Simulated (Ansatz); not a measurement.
Tl:
Space group P6₃/mmc (No. 194); a = 3.386 Å, b = 3.386 Å, c = 5.488 Å, α = 90.00°, β = 90.00°, γ = 120.00°

```json
[
 {"atom": "Tl", "site": "2d", "symmetry": "-6m2", "x": "0.6667", "y": "0.3333", "z": "0.2500"}
]
```

Relaxed with LDA (plane waves, PAW; program Ansatz). Indices refer to the conventional cell of P6_3/mmc, a = b = 3.386 Å, c = 5.488 Å, α = β = 90.00°, γ = 120.00°.

Task: Simulate the powder diffraction pattern (neutron, λ = 1.5401 Å; lines above 1 %) up to 2θ = 90°.

Result: Simulated powder pattern, neutron, λ = 1.5401 Å (kinematic, ideal powder, no thermal factors, coherent scattering alone; the 30 strongest lines at most, above 1 %, up to 2θ = 90°):

| 2θ (°) | d (Å) | I/Imax (%) | hkl |
|---|---|---|---|
| 30.45 | 2.932 | 21 | (1 0 -1 0) |
| 32.60 | 2.744 | 25 | (0002) |
| 34.65 | 2.586 | 100 | (1 0 -1 1) |
| 45.21 | 2.003 | 21 | (1 0 -1 2) |
| 54.12 | 1.693 | 31 | (1 1 -2 0) |
| 59.49 | 1.552 | 40 | (1 0 -1 3) |
| 63.37 | 1.466 | 6.0 | (2 0 -2 0) |
| 64.62 | 1.441 | 47 | (1 1 -2 2) |
| 65.87 | 1.416 | 34 | (2 0 -2 1) |
| 68.29 | 1.372 | 7.2 | (0004) |
| 73.10 | 1.293 | 9.9 | (2 0 -2 2) |
| 76.59 | 1.243 | 9.4 | (1 0 -1 4) |
| 84.62 | 1.144 | 25 | (2 0 -2 3) |
| 88.03 | 1.108 | 8.1 | (2 1 -3 0) |

The LDA relaxation kept the symmetry of its start. Axis ratios of metals converge slowly with the k-mesh, so a and c are less sure than the volume. Scalar-relativistic: spin–orbit coupling is off unless named, which matters more the heavier the elements.

Potentials: the later of the program's two PAW sets.
